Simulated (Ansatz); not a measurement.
**ZnNi3N: do energies and stresses tell the same story?**

All numbers below come from Ansatz, DFT r2SCAN, scalar-relativistic, plane waves, PAW.

Plane waves to 500 eV, a k mesh through Γ of 10×10×10 on the computed 5-atom cell and Gaussian smearing (0.10 eV); no spin polarisation.

Relaxed cell: Pm-3m, a = 3.724 Å, b = 3.724 Å, c = 3.724 Å, α = 90.00°, β = 90.00°, γ = 90.00°, 5 atoms in the primitive cell. Whether it is the stable form of this composition wasn't checked.

Energies at zero smearing and pressures from the stress tensor, at volumes with shape and atoms relaxed:
```json
{"V (Å³/atom)": "9.711", "E − E(first) (meV/atom)": "0.00", "P (GPa)": "15.43"}
{"V (Å³/atom)": "10.021", "E − E(first) (meV/atom)": "-21.48", "P (GPa)": "7.05"}
{"V (Å³/atom)": "10.331", "E − E(first) (meV/atom)": "-28.03", "P (GPa)": "-0.01"}
{"V (Å³/atom)": "10.641", "E − E(first) (meV/atom)": "-22.03", "P (GPa)": "-5.95"}
{"V (Å³/atom)": "10.951", "E − E(first) (meV/atom)": "-5.45", "P (GPa)": "-10.96"}
```

Problem. Check P = −dE/dV between neighbouring volumes, and get the bulk modulus from the pressures alone.

Solution. With 1 eV/Å³ = 160.2 GPa:
| middle V (Å³/atom) | −ΔE/ΔV (GPa) | mean P (GPa) |
| --- | --- | --- |
| 9.866 | 11.102 | 11.241 |
| 10.176 | 3.388 | 3.524 |
| 10.486 | -3.100 | -2.980 |
| 10.796 | -8.574 | -8.457 |

The two differ by 0.14 GPa at most. The mean of two end pressures misses the average over a step by about ΔV² P″/12, up to 0.12 GPa here; with that taken off 0.04 GPa remains. The stress is the derivative of the free energy, not of the energy at zero smearing, and with free energies 0.01 GPa remains. Around V = 10.331 Å³/atom, the two neighbours give B = −V ΔP/ΔV = 10.331 × 13.01 / 0.620 = 216.8 GPa, against B0 = 216.1 GPa from the Birch–Murnaghan fit of the energies.

A ferromagnetic start lost its moments in a first run, so spin was left out; other magnetic orders weren't tried.